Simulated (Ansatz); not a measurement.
According to DFT-r²SCAN in the program Ansatz with PAW potentials, Au in the diamond structure (Fd-3m) relaxes to a = 6.078 Å. Au has 4 nearest neighbours from 2.63 Å (tetrahedral).

Electronic character: metallic (no gap). Gap from r²SCAN with spin–orbit coupling: none (metallic).

An equation-of-state fit gives a bulk modulus of 64.2 GPa. The relaxed-ion elastic constants in GPa are C11 = 55.4, C12 = 67.9, C44 = -9.4.

The start of the workflow was typed in or built on a structure type; neither database checked (COD, Materials Project) lists it. It is not the phase usual at ambient conditions (space group No. 225). Symmetry was held in the r²SCAN relaxation. At this level the phase is mechanically unstable. As this level gives no gap, shear constants depend on the k-mesh and smearing (Fermi–Dirac, 0.1 eV here). Spin–orbit coupling is left out wherever it is not named.

Potentials: the earlier of the program's two PAW sets.
